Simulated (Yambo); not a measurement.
Yambo run on ZnO (wurtzite, space group P6_3mc, No. 186). The wavefunctions are PBE (pw.x of Quantum ESPRESSO, ONCV potentials, scalar-relativistic) ones on a 6×6×4 mesh (26 occupied bands); a = b = 3.237 Å, c = 5.222 Å, α = β = 90.00°, γ = 120.00°.

Yambo input:

```
rim_cut
gw0
dyson
el_el_corr
HF_and_locXC
ppa
em1d
RandQpts= 1000000
RandGvec= 1 Ry
EXXRLvcs= 84 Ry
VXCRLvcs= 336 Ry
Chimod= "HARTREE"
% BndsRnXp
 9 | 125 |
%
NGsBlkXp= 4 Ry
% LongDrXp
 1.0 | 1.0 | 1.0 |
%
PPAPntXp= 27.2114 eV
% GbndRnge
 1 | 125 |
%
GTermKind= "BG"
DysSolver= "n"
ExtendOut
% QPkrange
 1 | 1 | 26 | 27 |
%
```

k points by index: 1 = Γ.

The o-*.qp file then holds:

```
#    K-point    Band    Eo [eV]    E [eV]    E-Eo [eV]    Vxc [eV]    Vnlxc [eV]    Sc|Eo [eV]    Sc|E [eV]    dSc/dw|Eo [eV]    Re(Z)    Im(Z)
#
    1    26    0.000000    -0.837471    -0.837471    -25.18802    -30.83847    4.602243    4.812974    -6.846135    0.798981    -0.001200
    1    27    0.869019    0.998103    0.129084    -12.62380    -9.116394    -3.353585    -3.378325    -5.212450    0.839239    -0.954789E-3
```
(The two width columns are left out.) Convergence of these settings isn't established.

Geometry of the Materials Project entry, not relaxed at this level.
